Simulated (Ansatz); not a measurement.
Method: r2SCAN, no spin polarisation; PAW, plane waves to 500 eV, 6×6×6 Γ-centred mesh, fermi-dirac occupations (width 0.1 eV) (Ansatz 0.2.0), atoms fixed.

Computed maps in the lattice plane spanned by b (left to right, 5.65 Å, 17 points from zero) and c (bottom to top, 5.65 Å, 17 points from zero), 60° apart, at height 0.250 along a. The fields are smooth PAW ones with compensation charges, not the true ones near nuclei.

Valence density. Digits on a logarithmic scale: 0 up to 0.03 e/Å³, each further digit a factor of 1.6, 9 from 1.3 e/Å³ up:
```
66765433346776655
68998642346999765
68999963346999976
57999985335899996
55899996444699997
54579986444568997
43356765445445666
44444444344443444
56776433334443333
57888753345665323
68989975346898643
58976897447999964
47885698646999985
45798788745799996
53578998743589997
53357887643457886
55544565544555666
```

ELF. Ten even steps from '0' (0.00) to '9' (0.88):
```
15874000015874101
28999610027999610
28978961027977961
16964883015983794
12897896101798797
20489996111279998
10026874112115775
01210121011101221
27886100001110000
69999940014663100
69966994027998610
39910399118988960
08940069606974894
12994169812896797
20499999820489998
10028999710026885
11210366201211221
```

Q: The cell is Ba₂FeWO₆. Which atoms lie within 0.2 Å of this plane, and where (fractions of b and c)?

A: Ba at (0.25, 0.25), O at (0.78, 0.22), O at (0.78, 0.78), O at (0.22, 0.78). The whole cell:
```
W Ba Fe O
1.0
     0.00000    3.99453    3.99453
     3.99453    0.00000    3.99453
     3.99453    3.99453    0.00000
W Ba Fe O
1 2 1 6
Cartesian
  0.0000 0.0000 0.0000
  1.9973 1.9973 1.9973
  5.9918 5.9918 5.9918
  3.9945 3.9945 3.9945
  1.7896 3.9945 3.9945
  3.9945 1.7896 3.9945
  6.1995 3.9945 3.9945
  3.9945 6.1995 3.9945
  3.9945 3.9945 1.7896
  3.9945 3.9945 6.1995
```

Origin: a known structure type with other elements, at an estimated volume, so it need not be a known compound. Caveats: no spin polarisation, so a magnetic state may lie lower; atoms or cell far from equilibrium.
